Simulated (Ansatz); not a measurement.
BN:
```
CELL_PARAMETERS angstrom
      1.24923     0.72125     3.29206
     -1.24923     0.72125     3.29206
      0.00000    -1.44249     3.29206
ATOMIC_POSITIONS crystal
  B  0.99967 0.99967 0.99967
  N  0.33276 0.33276 0.33276
```

Relaxed with r²SCAN+D4. r²SCAN+D4 in the plane-wave PAW code Ansatz gives a gap of 4.69 eV.

What gap does HSE06 give on the same cell (Ansatz, PAW)?

5.44 eV, 0.75 eV more. The hybrid was solved on a coarser mesh and at special points; its gap is the smallest among all of these.

```
k   v1 r²SCAN+D4  c1 r²SCAN+D4  v1 HSE06  c1 HSE06
--  ------------  ------------  --------  --------
Γ          -1.37          5.64       ___       ___
T          -1.39         11.12       ___       ___
L          -0.63          5.90     -0.68      6.67
F          -1.30          4.69     -1.39      5.44
S0         -0.20          5.20       ___       ___
H0         -0.50          5.40       ___       ___
```

Top valence (v1) and lowest conduction level (c1) in eV from each method's valence maximum (which need not be a listed point): supply the withheld HSE06 values.


- Γ, v1 HSE06: -1.60
- Γ, c1 HSE06: 6.42
- S0, v1 HSE06: -0.21
- S0, c1 HSE06: 5.97
- H0, v1 HSE06: -0.52
- H0, c1 HSE06: 6.17
- T, v1 HSE06: -1.63
- T, c1 HSE06: 12.07

Cost on shared cores: the r²SCAN+D4 run (SCF on a 13×13×13 mesh, then bands and DOS) about 50 core-seconds (a rough figure), the HSE06 run (SCF on 10×10×10, then a few points) around 3 core-minutes (rough); the tasks are unlike.

Space group R3m. The workflow started from a Materials Project entry (that database holds measured and hypothetical structures alike); the Crystallography Open Database copy checked does not list it. It is not the phase usual at ambient conditions (space group No. 186, 194, 216). Symmetry was held in the r²SCAN+D4 relaxation; its stability against distortions is not shown here.

Potentials: the later of the program's two PAW sets.
